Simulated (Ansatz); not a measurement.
K$_{4}$Br$_{2}$O:
```xyz
7
Lattice="-2.5708 2.5708 8.2621 2.5708 -2.5708 8.2621 2.5708 2.5708 -8.2621" Properties=species:S:1:pos:R:3 pbc="T T T"
K      0.0000     0.0000     2.5513
K      0.0000     0.0000    13.9730
K      0.0000     2.5708     0.0000
K      2.5708     0.0000     0.0000
Br     0.0000     0.0000     5.8817
Br     0.0000     0.0000    10.6426
O      0.0000     0.0000     0.0000
```

The program Ansatz at the r²SCAN level (PAW) gives a gap of 1.41 eV without spin–orbit coupling, maximum at Γ, minimum at Γ.

Problem. What happens when spin–orbit coupling is switched on?

Solution. The gap drops by 0.01 eV, to 1.40 eV; maximum at Γ, minimum at Γ.

Problem. Give the electron effective mass with spin–orbit coupling.

Solution. 0.40, 0.40, 0.45 mₑ (principal values).

Problem. Give the hole effective mass with spin–orbit coupling.

Solution. 1.1, 1.1, 22 mₑ (principal values).

Space group I4/mmm. The first step of the workflow began from a Materials Project structure, measured or hypothetical; the Crystallography Open Database files this formula in space group No. 139, but the cells were not matched. Whether it is the stable phase at ambient conditions was not checked. The cell was relaxed with r²SCAN under the symmetry of its start; its stability against distortions is not shown here.

Potentials: the later of the program's two PAW sets.
